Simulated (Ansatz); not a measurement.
LiBeF₃: stable or not

It was reached by relaxing an invented guess, and it needn't be the stable form of this composition.

Theory: DFT PBE, scalar-relativistic, plane waves, PAW in Ansatz 0.2.0. The final run on the 5-atom cell used 420 eV, a Γ-centred 8×6×6 mesh, 0.02 eV smearing and no spin polarisation.

```cif
data_structure
_symmetry_space_group_name_H-M 'Amm2'
_symmetry_Int_Tables_number 38
_cell_length_a 2.7678
_cell_length_b 5.2287
_cell_length_c 8.1661
_cell_angle_alpha 90.000
_cell_angle_beta 90.000
_cell_angle_gamma 90.000
_cell_volume 118.18
loop_
_atom_site_label
_atom_site_type_symbol
_atom_site_symmetry_multiplicity
_atom_site_Wyckoff_symbol
_atom_site_fract_x
_atom_site_fract_y
_atom_site_fract_z
_atom_site_occupancy
Li1 Li 2 b 0.50000 0.50000 0.19391 1
Be1 Be 2 a 0.00000 0.50000 0.55475 1
F1 F 4 d 0.00000 0.75212 0.15305 1
F2 F 2 b 0.50000 0.50000 0.44457 1
```

Energies over the elements count from the elements' standard structures at the same level (F₂ as a molecule), with no fitted energy shifts.

Task: These tests were run: energy against the elements; phonons at Γ. What do they show?

Result:

| test | result |
| --- | --- |
| energy against the elements | −3.130 eV/atom |
| phonons at Γ | lowest optical mode 61 cm⁻¹ |

It fails none of these tests. Whether a mixture of other phases lies lower isn't tested here. Phonons away from Γ weren't computed.

The run for the phonons used an 8×6×6 k mesh.
